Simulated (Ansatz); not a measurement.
## Pressure against volume: ZrHg₃

```
Zr Hg
1.0
     4.36520    0.00000    0.00000
     0.00000    4.36520    0.00000
     0.00000    0.00000    4.36520
Zr Hg
1 3
Direct
  0.00000 0.00000 0.00000
  0.00000 0.50000 0.50000
  0.50000 0.00000 0.50000
  0.50000 0.50000 0.00000
```

The cell is COD entry 1522700, as deposited and not checked against the literature; nothing was relaxed.

Spin–orbit coupling is left out, though it moves levels of the heavy atoms by tenths of an eV or more.

Levels of theory: DFT, PBEsol, all-electron LAPW, scalar-relativistic (Ansatz 0.2.0); DFT, PBEsol, PAW with Ansatz's default frozen-core files, scalar-relativistic (Ansatz 0.2.0).

For LAPW: a Γ-centred 8×8×8 k mesh, Fermi–Dirac smearing of 0.05 eV, basis error target 0.5 meV/atom, no spin polarisation. PAW takes a cutoff of 420 eV at this cell (files made with PBE, cores remade for this functional). The Ansatz runs share mesh, smearing and spin set-up. Plane-wave (PAW) pressures include the program's estimate of the Pulay term.

The cell above is scaled evenly, with fractional coordinates and shape held.

| V/V(cell) | V (Å³/atom) | P, LAPW (GPa) | P, PAW (GPa) | free energy over the lowest listed, PAW (meV/atom) |
| --- | --- | --- | --- | --- |
| 0.9400 | 19.547 | 7.15 | 7.15 | 25.1 |
| 0.9600 | 19.963 | 4.37 | 4.36 | 10.2 |
| 0.9800 | 20.379 | 1.92 | 1.91 | 2.1 |
| 0.9900 | 20.587 | ? | ? | ? |
| 1.0000 | 20.795 | -0.24 | -0.24 | 0.0 |
| 1.0100 | 21.003 | -1.22 | -1.22 | 1.0 |
| 1.0200 | 21.211 | -2.14 | -2.14 | 3.1 |
| 1.0400 | 21.626 | -3.80 | -3.80 | 10.9 |
| 1.0600 | 22.042 | -5.27 | -5.26 | 22.7 |

Fill in the row V/V(cell) = 0.9900.

P, LAPW (GPa) = 0.80, P, PAW (GPa) = 0.80, free energy over the lowest listed, PAW (meV/atom) = 0.4.

What do Birch–Murnaghan fits to the pressures give?

LAPW: V0 = 20.75 Å³/atom, B0 = 102 GPa, B0′ = 5.4; PAW: V0 = 20.75 Å³/atom, B0 = 102 GPa, B0′ = 5.4.

PAW's V0 lies 0.00 % from the all-electron value and its B0 0.0 %. Symmetry fixes shape and coordinates here, so this is the relaxed modulus.
